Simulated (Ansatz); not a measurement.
Starting cell, Pt (fcc, Cu type):

```
Pt
1.0
    0.00000     3.97027     3.97027
    1.98513     0.00000     1.98513
    1.98513     1.98513     0.00000
Pt
2
Direct
  0.00000   0.00000   0.00000
  0.50000   0.00000   0.00000
```

The atoms are displaced by Q × the pattern below (from a DFPT mode at L = (0.5, 0.0, 0.0), largest move 1; Q in Å), at fixed cell. (q is in reciprocal vectors of the primitive cell; the cell shown is doubled to hold the pattern.)

```json
[
 {"atom": "Pt1", "x": "-0.577", "y": "0.577", "z": "0.577"},
 {"atom": "Pt2", "x": "0.577", "y": "-0.577", "z": "-0.577"}
]
```

Method: PBE (plane waves to 420 eV, PAW, scalar-relativistic; Ansatz, an electronic-structure program). k mesh 10×20×20 (Γ-centred), Fermi-Dirac smearing 0.05 eV. E stands for the smeared free energy. With partly filled bands, energies and forces of such displacements shift with the k mesh and the smearing. Pt is run without spin polarisation. Pt was relaxed with its symmetry unable to fall. Spin-orbit coupling is left out, though Pt is heavy. ΔE is measured from the undisplaced structure. The last digit holds for this mesh only.

| Q (Å) | ΔE (meV/cell) |
|---|---|
| -0.1000 | 252.2 |
| -0.0833 | 173.9 |
| -0.0667 | withheld |
| -0.0500 | 61.9 |
| -0.0333 | 27.4 |
| -0.0167 | 6.8 |
| 0.0000 | 0.0 |
| 0.0167 | 6.8 |
| 0.0333 | 27.4 |
| 0.0500 | 61.9 |
| 0.0667 | withheld |
| 0.0833 | 173.9 |
| 0.1000 | 252.2 |

### Question
Fit an even polynomial form (powers 2, 4) to the given rows and predict ΔE at Q = 0.0667.

### Answer
Least squares on the 11 given rows: ΔE = (24650)·Q² + (57200)·Q⁴, in meV/cell with Q in Å; root-mean-square residual 0.07 meV/cell. At 0.0667 the fit gives 110.8 meV/cell; the calculation gives 110.6 meV/cell, so the interpolation is off by 0.2 (+0.2 %). The quadratic term alone would give 109.7 meV/cell.

(For displaced atoms, the force is minus the slope of the energy, and its curvature is a force constant, which sets phonon frequencies.)
